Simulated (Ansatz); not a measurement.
The relaxed structure here is a generated cell of Ga2O3: the first start was made by placing the elements on the sites of a structure type, and the end was not matched to a known phase here, so it may be hypothetical. Known forms of Ga2O3 include space group No. 12, 167.

A structure of Ga₂O₃ relaxed with r2SCAN (plane waves to 500 eV, PAW, scalar-relativistic; Ansatz, a program for electronic structure); single points at other levels follow on the same geometry (Ansatz, PAW; HSE06 at 420 eV on a 3×3×3 k-mesh; no spin-orbit coupling). Space group Ia-3 (No. 206).

```
CELL_PARAMETERS angstrom
     -4.63185     4.63185     4.63185
      4.63185    -4.63185     4.63185
      4.63185     4.63185    -4.63185
ATOMIC_POSITIONS crystal
  Ga 0.50000 0.50000 0.50000
  Ga 0.50000 0.00000 0.00000
  Ga 0.00000 0.00000 0.50000
  Ga 0.00000 0.50000 0.00000
  Ga 0.25000 0.71407 0.46407
  Ga 0.75000 0.78593 0.03593
  Ga 0.46407 0.25000 0.71407
  Ga 0.03593 0.75000 0.78593
  Ga 0.71407 0.46407 0.25000
  Ga 0.78593 0.03593 0.75000
  Ga 0.75000 0.28593 0.53593
  Ga 0.25000 0.21407 0.96407
  Ga 0.53593 0.75000 0.28593
  Ga 0.96407 0.25000 0.21407
  Ga 0.28593 0.53593 0.75000
  Ga 0.21407 0.96407 0.25000
  O  0.54304 0.77427 0.54748
  O  0.72679 0.99556 0.95252
  O  0.77321 0.72573 0.26877
  O  0.95696 0.50444 0.23123
  O  0.54748 0.54304 0.77427
  O  0.95252 0.72679 0.99556
  O  0.26877 0.77321 0.72573
  O  0.23123 0.95696 0.50444
  O  0.77427 0.54748 0.54304
  O  0.99556 0.95252 0.72679
  O  0.72573 0.26877 0.77321
  O  0.50444 0.23123 0.95696
  O  0.45696 0.22573 0.45252
  O  0.27321 0.00444 0.04748
  O  0.22679 0.27427 0.73123
  O  0.04304 0.49556 0.76877
  O  0.45252 0.45696 0.22573
  O  0.04748 0.27321 0.00444
  O  0.73123 0.22679 0.27427
  O  0.76877 0.04304 0.49556
  O  0.22573 0.45252 0.45696
  O  0.00444 0.04748 0.27321
  O  0.27427 0.73123 0.22679
  O  0.49556 0.76877 0.04304
```

```
level     gap (eV)      kind  conduction minimum
------  ----------  --------  ------------------
r2SCAN        3.26  indirect                   Γ
HSE06   (withheld)         –          (withheld)
```

**Question.** What belongs in the gaps?

**Answer.** 
- HSE06, gap (eV): 4.33
- HSE06, conduction minimum: Γ

HSE06 gaps come from a coarse mesh plus a few chosen points, so they may be too large. For this cell size the semilocal gaps come from the SCF mesh and high-symmetry points. No spin polarisation in the result.

The run could not lose the symmetry of its start: the end is stationary, and may be a saddle point rather than a minimum.
